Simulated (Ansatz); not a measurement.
What DFT gives for CaAl$_{2}$Ge$_{2}$

```xyz
5
Lattice="4.1502 0.0000 0.0000 -2.0751 3.5942 0.0000 0.0000 0.0000 7.1325" Properties=species:S:1:pos:R:3 pbc="T T T"
Ca    0.0000    0.0000    0.0000
Al   -0.0002    2.3962    4.4885
Al    2.0753    1.1979    2.6440
Ge   -0.0002    2.3962    1.8699
Ge    2.0753    1.1979    5.2626
```

Method: r2SCAN, no spin polarisation; PAW, plane waves to 500 eV, 7×7×4 Γ-centred mesh, tetrahedron occupations (Ansatz 0.2.0), atoms fixed.

At the Fermi level: It is a metal, with about 0.11 states/eV a cell as the mean within 0.25 eV of the Fermi level, mostly Ge p (46 %), Al p (19 %) and Al s (14 %).
Charges: Bader charges in e: Ca +1.41, Al +1.82, Ge -2.52. In the mean Al gives up most and Ge takes most.
Forces: The largest is on Al2 (and as large on other atoms): 0.06 eV/Å, components (0.00, 0.00, -0.06). It makes 108° with the line to a nearest neighbour, Ge5 at 2.52 Å.
Formation energy: -0.48 eV an atom against the elements' usual phases (free molecules for gases, crystals otherwise, with no correction for O₂ or N₂), so it is bound against them; other compounds may still compete. Relaxing would lower it.
Stress: The pressure is 0.9 GPa (compression positive), so with the atoms held at these fractions the cell would first expand.

Origin: a database entry at a rescaled volume. Caveats: empty levels are not fully converged; forces and stress under tetrahedra may miss the slope of the energy.
